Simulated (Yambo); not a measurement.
```xyz
10
Lattice="3.4812 0.0000 0.0000 -1.7406 3.0148 0.0000 0.0000 0.0000 11.4684" Properties=species:S:1:pos:R:3 pbc="T T T"
B      0.0000     0.0000     0.0000
B      0.0000     0.0000     5.7342
C      0.0000     2.0099     2.8671
C      1.7406     1.0049     8.6013
Al     1.7406     1.0049    10.5995
Al     0.0000     2.0099     0.8688
Al     0.0000     2.0099     4.8653
Al     1.7406     1.0049     6.6030
Al     0.0000     0.0000     8.6013
Al     0.0000     0.0000     2.8671
```

Al$_{3}$BC (space group P6_3/mmc, No. 194): mean Im ε in 1 eV windows above the direct gap of 2.16 eV, for different electron-hole kernels (Yambo, broadening 0.15 eV, LDA (pw.x of Quantum ESPRESSO, ONCV potentials, scalar-relativistic) bands; 9×9×2 mesh, 10 valence and 8 conduction bands, static screening with 60 bands and a 3 Ry block, scissor 0.49 eV, Tamm-Dancoff; field along x).

| window (eV) | independent quasiparticles | BSE |
|---|---|---|
| 2.2 to 3.2 | 3.0 | 5.5 |
| 3.2 to 4.2 | 11 | 17 |
| 4.2 to 5.2 | 17 | 18 |
| 5.2 to 6.2 | 14 | 12 |

This run doesn't resolve bound excitons or single peaks, so only averages are given, and they too depend on the mesh; weight that the attraction moves below the gap isn't listed. All transitions below 6.22 eV are in the band window. The scissor comes from a G0W0 run whose convergence isn't established.

Geometry of the Materials Project entry, not relaxed at this level.

The structure is a Materials Project entry; no match was found in the copy of COD used, and its stability was not checked.
